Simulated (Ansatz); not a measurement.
A geometry of Ti away from equilibrium: step 3 of the relaxation of a randomly generated symmetric cell of Ti (space group No. 38). Computed with PBE (plane waves to 420 eV, PAW, scalar-relativistic; Ansatz, a quantum-chemistry and plane-wave program). Γ-centred k-mesh 5×10×10 on the run's cell (coarser than for final values), Fermi–Dirac smearing 0.05 eV. The plane waves were selected for a different cell earlier on the path.

```xyz
4
Lattice="6.2343 0.0000 0.0000 0.0000 2.4851 2.2198 0.0000 -2.4851 2.2198" Properties=species:S:1:pos:R:3 pbc="T T T"
Ti     3.1171     0.0000     4.5770
Ti     0.0000     0.0000     0.3994
Ti     4.3968     0.0000     2.5451
Ti     1.8374     0.0000     2.5451
```

### Question
What forces act on the atoms (eV/Å)?

### Answer
| atom | Fx | Fy | Fz |
|---|---|---|---|
| Ti1 | 0.00 | 0.00 | 1.94 |
| Ti2 | 0.00 | 0.00 | 0.08 |
| Ti3 | 1.89 | 0.00 | -1.01 |
| Ti4 | -1.89 | 0.00 | -1.01 |

The path ends in I4/mmm (No. 139) (AFLOW prototype A_tI2_139_a (A_a)). No spin polarisation in the result.

The run could not lose the symmetry of its start: the end is stationary, and may be a saddle point rather than a minimum.

The end of the path is a generated cell of Ti: the first start was made by a random draw of sites in a space group, and the end was not matched to a known phase here, so it may be hypothetical. Known forms of Ti include space group No. 194.
